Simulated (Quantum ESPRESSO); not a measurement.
# PSi6Ga: input and log of a self-consistent run

Computed values, not a measurement. The program is pw.x of Quantum ESPRESSO 7.5 (plane-wave density functional theory). The cell is made up: 8 atoms on a zincblende/diamond lattice, with randomly drawn elements, strain and displacements, not relaxed. PseudoDojo standard norm-conserving files (v0.5 for PBE, v0.4.1 for LDA and PBEsol) set the functional; there is no spin polarisation, spin-orbit coupling or dispersion term, and the masses in the input are unused placeholders.

Input:

```
&control calculation='scf', pseudo_dir='./dojo.nc.sr.pbe.v0_5.standard.upf', outdir='./o', disk_io='medium', tprnfor=.true., tstress=.true. /
&system ibrav=0, nat=8, ntyp=3, nbnd=31, ecutwfc=79.96652505, nosym=.true., tot_charge=0,
 occupations='smearing', smearing='fd', degauss=0.0073498644
/
&electrons conv_thr=7.350e-09, electron_maxstep=60, /
ATOMIC_SPECIES
Ga 1.0 Ga.upf
P 1.0 P.upf
Si 1.0 Si.upf
CELL_PARAMETERS angstrom
5.5074 0.0 0.0
0.0 5.5074 0.0
0.0 0.0 5.519
ATOMIC_POSITIONS angstrom
P -0.1155 0.0504 0.046
Si 0.0652 2.6737 2.8023
Si 2.7239 -0.0549 2.822
Si 2.7266 2.7191 0.0829
Si 1.4125 1.3593 1.3767
Ga 1.2938 4.2176 4.2519
Si 4.1059 1.487 4.1634
Si 4.1806 4.0933 1.3179
K_POINTS automatic
6 6 6 1 1 1
```

The log is shortened where brackets say so; the opening notice, blank lines, dates and the lines on written files are dropped, and the path of the files is cut. It prints rydbergs, bohrs and kilobars, and counts compression as positive stress.

```
     Program PWSCF v.7.5
     Parallel version (MPI & OpenMP), running on       1 processor cores
     Number of MPI processes:                 1
     Threads/MPI process:                     1
     [start-up lines left out]
     bravais-lattice index     =            0
     lattice parameter (alat)  =      10.4075  a.u.
     unit-cell volume          =    1129.6665 (a.u.)^3
     number of atoms/cell      =            8
     number of atomic types    =            3
     number of electrons       =        42.00
     number of Kohn-Sham states=           31
     kinetic-energy cutoff     =      79.9665  Ry
     charge density cutoff     =     319.8661  Ry
     scf convergence threshold =      7.3E-09
     mixing beta               =       0.7000
     number of iterations used =            8  plain     mixing
     Exchange-correlation= PBE
                           (   1   4   3   4   0   0   0)
     [axes and pseudopotential details left out]
   Cartesian axes
     site n.     atom                  positions (alat units)
         1        P      tau(   1) = (  -0.0209718   0.0091513   0.0083524  )
         2        Si     tau(   2) = (   0.0118386   0.4854741   0.5088245  )
         3        Si     tau(   3) = (   0.4945891  -0.0099684   0.5124015  )
         4        Si     tau(   4) = (   0.4950793   0.4937175   0.0150525  )
         5        Si     tau(   5) = (   0.2564731   0.2468134   0.2499728  )
         6        Ga     tau(   6) = (   0.2349203   0.7658060   0.7720340  )
         7        Si     tau(   7) = (   0.7455242   0.2700004   0.7559647  )
         8        Si     tau(   8) = (   0.7590878   0.7432364   0.2392962  )
     number of k points=   108  Fermi-Dirac smearing, width (Ry)=  0.0073
     Number of k-points >= 100: set verbosity='high' to print them.
     Dense  grid:   109063 G-vectors     FFT dimensions: (  60,  60,  60)
     Estimated max dynamical RAM per process >     133.62 MB
     Initial potential from superposition of free atoms
     starting charge      41.9935, renormalised to      42.0000
     Starting wfcs are   37 randomized atomic wfcs
     total cpu time spent up to now is       25.4 secs
     per-process dynamical memory:    91.0 Mb
     Self-consistent Calculation
     iteration #  1     ecut=    79.97 Ry     beta= 0.70
     Davidson diagonalization with overlap
     ethr =  1.00E-02,  avg # of iterations =  4.2
     Threshold (ethr) on eigenvalues was too large:
     Diagonalizing with lowered threshold
     Davidson diagonalization with overlap
     ethr =  4.97E-04,  avg # of iterations =  5.0
     total cpu time spent up to now is      184.2 secs
     total energy              =    -217.52635130 Ry
     estimated scf accuracy    <       0.22417644 Ry
     iteration #  2     ecut=    79.97 Ry     beta= 0.70
     Davidson diagonalization with overlap
     ethr =  5.34E-04,  avg # of iterations =  2.4
     total cpu time spent up to now is      237.7 secs
     total energy              =    -217.53581866 Ry
     estimated scf accuracy    <       0.04440265 Ry
     iteration #  3     ecut=    79.97 Ry     beta= 0.70
     Davidson diagonalization with overlap
     ethr =  1.06E-04,  avg # of iterations =  5.5
     total cpu time spent up to now is      326.4 secs
     total energy              =    -217.54673205 Ry
     estimated scf accuracy    <       0.02577201 Ry
     iteration #  4     ecut=    79.97 Ry     beta= 0.70
     Davidson diagonalization with overlap
     ethr =  6.14E-05,  avg # of iterations =  3.1
     total cpu time spent up to now is      416.6 secs
     total energy              =    -217.55178538 Ry
     estimated scf accuracy    <       0.00053328 Ry
     iteration #  5     ecut=    79.97 Ry     beta= 0.70
     Davidson diagonalization with overlap
     c_bands:  1 eigenvalues not converged
     c_bands:  1 eigenvalues not converged
     c_bands:  1 eigenvalues not converged
     c_bands:  1 eigenvalues not converged
     c_bands:  1 eigenvalues not converged
     ethr =  1.27E-06,  avg # of iterations = 11.2
     total cpu time spent up to now is      536.9 secs
     total energy              =    -217.55195171 Ry
     estimated scf accuracy    <       0.00002971 Ry
     iteration #  6     ecut=    79.97 Ry     beta= 0.70
     Davidson diagonalization with overlap
     ethr =  7.07E-08,  avg # of iterations =  2.6
     total cpu time spent up to now is      624.5 secs
     total energy              =    -217.55195918 Ry
     estimated scf accuracy    <       0.00000858 Ry
     iteration #  7     ecut=    79.97 Ry     beta= 0.70
     Davidson diagonalization with overlap
     ethr =  2.04E-08,  avg # of iterations =  2.0
     total cpu time spent up to now is      719.9 secs
     total energy              =    -217.55196123 Ry
     estimated scf accuracy    <       0.00000031 Ry
     iteration #  8     ecut=    79.97 Ry     beta= 0.70
     Davidson diagonalization with overlap
     ethr =  7.32E-10,  avg # of iterations =  3.1
     total cpu time spent up to now is      812.2 secs
     total energy              =    -217.55196135 Ry
     estimated scf accuracy    <       0.00000003 Ry
     iteration #  9     ecut=    79.97 Ry     beta= 0.70
     Davidson diagonalization with overlap
     ethr =  6.74E-11,  avg # of iterations =  3.5
     total cpu time spent up to now is      903.2 secs
     total energy              =    -217.55196136 Ry
     estimated scf accuracy    <          8.9E-09 Ry
     iteration # 10     ecut=    79.97 Ry     beta= 0.70
     Davidson diagonalization with overlap
     ethr =  2.12E-11,  avg # of iterations =  2.0
     total cpu time spent up to now is      985.0 secs
     End of self-consistent calculation
     Number of k-points >= 100: set verbosity='high' to print the bands.
     the Fermi energy is     6.5333 ev
!    total energy              =    -217.55196136 Ry
     estimated scf accuracy    <          6.1E-10 Ry
     smearing contrib. (-TS)   =      -0.00121424 Ry
     internal energy E=F+TS    =    -217.55074711 Ry
     The total energy is F=E-TS. E is the sum of the following terms:
     one-electron contribution =     -92.88597191 Ry
     hartree contribution      =      70.14103441 Ry
     xc contribution           =     -64.34746690 Ry
     ewald contribution        =    -130.45834271 Ry
     convergence has been achieved in  10 iterations
     Forces acting on atoms (cartesian axes, Ry/au):
     atom    1 type  2   force =     0.01509605    0.02202897   -0.00442631
     atom    2 type  3   force =    -0.00060603    0.04194481   -0.01696884
     atom    3 type  3   force =     0.02824637    0.01295898   -0.02055079
     atom    4 type  3   force =    -0.00011339    0.03653883   -0.03353316
     atom    5 type  3   force =    -0.01499754   -0.03125259    0.03510522
     atom    6 type  1   force =     0.01572918   -0.03603928   -0.01240939
     atom    7 type  3   force =    -0.02227644   -0.04134565   -0.01337807
     atom    8 type  3   force =    -0.02107820   -0.00483407    0.06616133
     Total force =     0.134134     Total SCF correction =     0.000144
     Computing stress (Cartesian axis) and pressure
          total   stress  (Ry/bohr**3)                   (kbar)     P=      -14.08
  -0.00008981   0.00008305  -0.00012487          -13.21       12.22      -18.37
   0.00008305  -0.00008628  -0.00004298           12.22      -12.69       -6.32
  -0.00012487  -0.00004298  -0.00011113          -18.37       -6.32      -16.35
     init_run     :     22.54s CPU     25.31s WALL (       1 calls)
     electrons    :    905.42s CPU    959.54s WALL (       1 calls)
     forces       :     13.51s CPU     13.67s WALL (       1 calls)
     stress       :     69.58s CPU     69.89s WALL (       1 calls)
     [timing details left out]
     PWSCF        :  16m51.50s CPU  17m49.26s WALL
     JOB DONE.
```

In other units: free energy -2959.945 eV for the cell, pressure -1.41 GPa, largest force component 1.701 eV/Å. A rerun of the same cell at another strain at 1377 eV and a 8 x 8 x 8 mesh moved values by no more than 0.002 eV in energy, 0.03 GPa in stress and 0.003 eV/Å in force.